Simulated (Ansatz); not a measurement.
## Structure search: one LiZnCl3 candidate

The calculation used DFT PBE, scalar-relativistic, plane waves, PAW in Ansatz 0.2.0. Cutoff 420 eV, Gaussian smearing, Γ-centred meshes. Cell and atoms relax first on a coarse mesh and then on a converged one. In between, the cell is made exact in the group found at 0.06 Å. The steps can't lower the symmetry of their start. No spin polarisation.

A trial structure of LiZnCl3 was built thus: perovskite family, tilts a0a0a0 (Pm-3m, No. 221) (A site Li; B site Zn; X site Cl). The dimensions are guesses.

```cif
data_structure
_symmetry_space_group_name_H-M 'P 1'
_symmetry_Int_Tables_number 1
_cell_length_a 4.5332
_cell_length_b 4.5332
_cell_length_c 4.5332
_cell_angle_alpha 90.000
_cell_angle_beta 90.000
_cell_angle_gamma 90.000
_cell_volume 93.15
loop_
_atom_site_label
_atom_site_type_symbol
_atom_site_fract_x
_atom_site_fract_y
_atom_site_fract_z
_atom_site_occupancy
Li1 Li 0.50000 0.50000 0.50000 1
Zn1 Zn 0.00000 0.00000 0.00000 1
Cl1 Cl 0.50000 0.00000 0.00000 1
Cl2 Cl 0.00000 0.50000 0.00000 1
Cl3 Cl 0.00000 0.00000 0.50000 1
```

Energies over the elements count from the elements' standard structures at the same level (Cl₂ as a molecule), with no fitted energy shifts.

Q: What does it relax into?

A: The symmetry stays Pm-3m (No. 221). The end has the cubic perovskite type. The volume per atom grows by 25.5 %, from 18.6 to 23.4 Å³. The shortest distance goes from 2.27 Å (Zn–Cl) to 2.45 Å (Zn–Cl). The energy falls by about 0.17 eV/atom (the start's value is from the coarse mesh). Conventional cell: a = 4.890 Å. Li has 12 Cl at 3.46 Å (long contacts); around Zn lie 6 Cl at 2.45 Å; Cl has 2 Zn at 2.45 Å, 4 Li at 3.46 Å and 8 Cl at 3.46 Å.

Space group Pm-3m (No. 221). a = 4.890 Å, b = 4.890 Å, c = 4.890 Å, α = 90.00°, β = 90.00°, γ = 90.00°
| atom | site | symmetry | x | y | z |
| --- | --- | --- | --- | --- | --- |
| Li | 1b | m-3m | 0.5000 | 0.5000 | 0.5000 |
| Zn | 1a | m-3m | 0.0000 | 0.0000 | 0.0000 |
| Cl | 3d | 4/mm.m | 0.5000 | 0.0000 | 0.0000 |

Q: How does it come out in energy, and is it a metal?

A:

- Energy over the elements: −1.141 eV/atom
- Gap on the 6×6×6 mesh of the 5-atom cell: 1.62 eV

A negative formation energy is needed for stability but isn't enough: competing phases decide.

The last run used Gaussian smearing of 0.02 eV. Kohn–Sham gaps at this level usually fall short of measured ones. Symmetry constrained the relaxation, so the result can be a saddle point.
